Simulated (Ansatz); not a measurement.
An Ansatz input (plane waves, PAW) for CuSb in the zincblende structure that has something wrong with it:

```yaml
crystal:
  lattice:
    - [0.0, 2.9001448414, 2.9001448414]
    - [2.9001448414, 0.0, 2.9001448414]
    - [2.9001448414, 2.9001448414, 0.0]
  atoms:
    - { symbol: cu, position: [0.0, 0.0, 0.0] }
    - { symbol: Sb, position: [0.25, 0.25, 0.25] }
basis:
  ecutwfc: 500
  ecutrho_ratio: 4
kpoints:
  mp_grid: { grid: [10, 10, 10] }
hamiltonian:
  xc: r2scan
scf:
  occupations: { method: gaussian, width: 0.05 }
  max_iter: 100
output:
  forces: true
  stress: true
```

Launched as:
```sh
ansatz run input.yaml --threads 2 --pin off --max-ram 2662MiB --backend cpu --events-out ev --progress --plain --runs-dir out
```

Task: What is wrong with it?

Result: An unknown element. Against the sound input: crystal.atoms[0].symbol: "Cu" → "cu" (the cap on iterations is only a precaution).

What the program printed:

```
Error: YAML parse error: error: line 7 column 17: `cu` is not an element symbol (H … Og, case-exact)
```

The input was refused before any iteration. Run time: 0.02 s on 2 threads of Arm Neoverse V2, on a shared host, peak memory 0.02 GiB. The run before the change (r²SCAN, 500 eV, 10×10×10 mesh) gave:

| run | P (GPa) | gap on the mesh (eV) | cell moment (μB) | largest force component (eV/Å) |
| --- | --- | --- | --- | --- |
| sound | 0.0 | metal | – | 0.000 |

The start was a prototype's sites filled with these elements, not a measured cell.
